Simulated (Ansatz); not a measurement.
Input and command of a plane-wave DFT calculation in Ansatz:

```yaml
crystal:
  lattice:
    - [-1.6210733942, 1.7183377979, 1.6210733942]
    - [1.6210733942, -1.7183377979, 1.6210733942]
    - [1.6210733942, 1.7183377979, -1.6210733942]
  atoms:
    - { symbol: Au, position: [0.0, 0.0, 0.0] }
basis:
  ecutwfc: 420
kpoints:
  mp_grid: { grid: [26, 26, 26] }
hamiltonian:
  xc: pbesol
scf:
  occupations: { method: gaussian, width: 0.15 }
output:
  forces: true
  stress: true
  eigenvalues: true
```

```bash
ansatz run input.yaml --threads 1 --pin off --max-ram 2560MiB --backend cpu --events-out ev --progress --plain --runs-dir out
```

Processor: AMD EPYC 9R45 96-Core Processor (Zen 5), 1 thread, on a host shared with other jobs.

Question: Estimate time, memory and problem size.

Answer: About 5.9 s on 1 thread of AMD EPYC 9R45 96-Core Processor (Zen 5), on a shared host, peak memory 0.63 GiB. It solves 14 bands at 1330 k points (the mesh reduced by symmetry) with about 337 plane waves, in 6 SCF iterations.
